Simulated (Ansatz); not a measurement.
# Bands of Bi$_{2}$W

```
W Bi
1.0
     0.00000    3.44447    3.44447
     3.44447    0.00000    3.44447
     3.44447    3.44447    0.00000
W Bi
1 2
Direct
  0.00000 0.00000 0.00000
  0.25000 0.25000 0.25000
  0.75000 0.75000 0.75000
```

Atom numbers follow the list: W1, Bi2, Bi3.

The conventional cell has a = 6.889 Å, b = 6.889 Å, c = 6.889 Å, α = 90.00°, β = 90.00°, γ = 90.00°. W (atom 1) has 8 Bi at 2.98 Å as nearest neighbours. Bi (atom 2) is surrounded by 4 W at 2.98 Å.

The structure comes from a relaxation in the same program, started in the fluorite type, and has space group Fm-3m. Whether it is a known phase or the ground state wasn't checked.

No spin–orbit coupling, which matters for the heavy atoms here.

Method: DFT, PBE, all-electron LAPW, scalar-relativistic (Ansatz 0.2.0).

Numerical set-up: a Γ-centred 10×10×10 k mesh, Fermi–Dirac smearing of 0.08 eV, basis error target 1 meV/atom, no spin polarisation.

Points in fractions of the reciprocal vectors of this cell: Γ (0, 0, 0), X (0.5, 0, 0.5), U (0.625, 0.25, 0.625), K (0.375, 0.375, 0.75), L (0.5, 0.5, 0.5), W (0.5, 0.25, 0.75). The path joins them by straight lines in the order Γ–X–U–K–Γ–L–W–X; legs that retrace an earlier one aren't tabulated. Energies are in eV from the Fermi level.

List the levels at L between -14 and 8 eV.

-11.17, -10.79, -2.89 (×2), -2.84, -1.03, -1.02 (×2), -0.15 (×2), 1.56, 4.21 (×2), 6.77, 7.04, 7.46 (×2).

List the levels at K between -14 and 8 eV.

-10.87, -10.51, -5.44, -3.65, -3.04, -1.35, -0.79, -0.06, 0.18, 1.78, 2.76, 4.40, 4.63, 5.26, 6.68.

List the levels at W between -14 and 8 eV.

-10.66 (×2), -5.36, -4.47, -1.85 (×2), -0.89, -0.22, 0.53, 2.27 (×2), 4.07, 4.68, 5.62, 6.55.

What is the band gap?

none: bands cross the Fermi level, a metal.
